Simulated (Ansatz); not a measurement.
Space group Fm-3m (No. 225). a = 6.995 Å, b = 6.995 Å, c = 6.995 Å, α = 90.00°, β = 90.00°, γ = 90.00°
| atom | site | symmetry | x | y | z |
| --- | --- | --- | --- | --- | --- |
| Sr | 4a | m-3m | 0.0000 | 0.0000 | 0.0000 |
| Cl | 8c | -43m | 0.2500 | 0.7500 | 0.7500 |

Equation of state of this SrCl2 structure (not necessarily the ground state), with shape and atoms relaxed at each volume where symmetry leaves them free. Computed with DFT r2SCAN, scalar-relativistic, plane waves, PAW in Ansatz 0.2.0.

Settings: cutoff 500 eV, Γ-centred mesh 6×6×6 on the computed 3-atom cell, Gaussian smearing of 0.02 eV; no spin polarisation.

```
V (Å³/atom) E − E(largest V) (meV/atom) P (GPa) gap on mesh (eV)
     25.099                        32.52     6.39              5.89
     25.954                         3.93     4.37              5.93
     26.810                       -14.72     2.66              5.95
     27.665                       -24.98     1.22              5.98
     28.521                       -28.12    -0.01              5.94
     29.377                       -25.24    -1.04              5.83
     30.232                       -17.25    -1.92              5.72
     31.373                         0.00    -2.89              5.59
```

Problem. Fit a third-order Birch–Murnaghan equation to E(V).

Solution. V0 = 28.52 Å³/atom, B0 = 38 GPa, B0' = 4.5.

The gaps are read on the mesh, which can miss the band edges, so they can be too wide.

Cost: 8 runs of about 0.61 core-minutes in all, on Arm Neoverse V2 (shared hosts).